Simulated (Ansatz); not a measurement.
# Slab of wurtzite GaN (10-10), 4 layers

The slab is cut from the wurtzite crystal, which needn't be the stable phase, as relaxed on PAW files (11.76 Å³/atom), with 16 Å of vacuum and a dipole correction:

```
CELL_PARAMETERS angstrom
3.21819 0.00000 0.00000
0.00000 5.24283 0.00000
0.00000 0.00000 19.71600
ATOMIC_POSITIONS crystal
Ga 0.00000 0.06165 0.40576
N 0.00000 0.43835 0.40576
Ga 0.50000 0.56165 0.45288
N 0.50000 0.93835 0.45288
Ga 0.50000 0.06165 0.54712
N 0.50000 0.43835 0.54712
Ga 0.00000 0.56165 0.59424
N 0.00000 0.93835 0.59424
```

Computed with Ansatz 0.2.0; functional PBE, scalar-relativistic. Settings: a Γ-centred 8×5×1 k mesh, Fermi–Dirac smearing of 0.02 eV, no spin polarisation. Methods: LAPW: all electrons, basis error target 1 meV/atom; PAW: frozen-core files, cutoff 420 eV.

The bulk energy comes from a cell in the slab's orientation on a 8×5×5 mesh. The surface energy is (E(slab) − N·E(bulk))/2A at zero smearing, the mean of both faces; thin slabs carry quantum-size effects.

Task: As cut, the LAPW slab lies 4.153 eV above 8 atoms of bulk. What surface energy is that?

Result: Over two faces of 16.87 Å² it is 123.1 meV/Å², and times 16.02 J/m² per eV/Å² that gives γ = 1.972 J/m².

Task: What do relaxation and the other method give?

Result: 

| method | γ as cut (J/m²) | γ relaxed (J/m²) |
| --- | --- | --- |
| LAPW | 1.972 | 1.399 |
| PAW | 1.973 | 1.402 |

Task: How do the spacings between the planes relax (positions relaxed on PAW files)?

Result: From the bottom face up: d12 -32.6 % of 0.929 Å, d23 +14.0 % of 1.858 Å, d34 -32.6 % of 0.929 Å. The outer plane rumples by 0.315 Å.

Task: Where do the band edges lie?

Result: On the k mesh: gap 1.81 eV, valence top 5.71 eV below the vacuum level.

Task: What changes if the images along the normal are cut off in place of the dipole correction?

Result: LAPW then gives: gap 1.81 eV, valence top 5.71 eV below the vacuum level; PAW: gap 1.80 eV, valence top 5.71 eV below the vacuum level.

Task: A core hole in the 2p shell of Ga is made on one Ga atom of each kind in every 1×1 cell (PAW hole dataset, neutral cell, valence without spin). What does it cost by layer?

Result: layer 1 1122.42 eV, layer 2 1122.64 eV. Shifts between layers mean more than the absolute values, and a whole layer of holes screens otherwise than one hole.
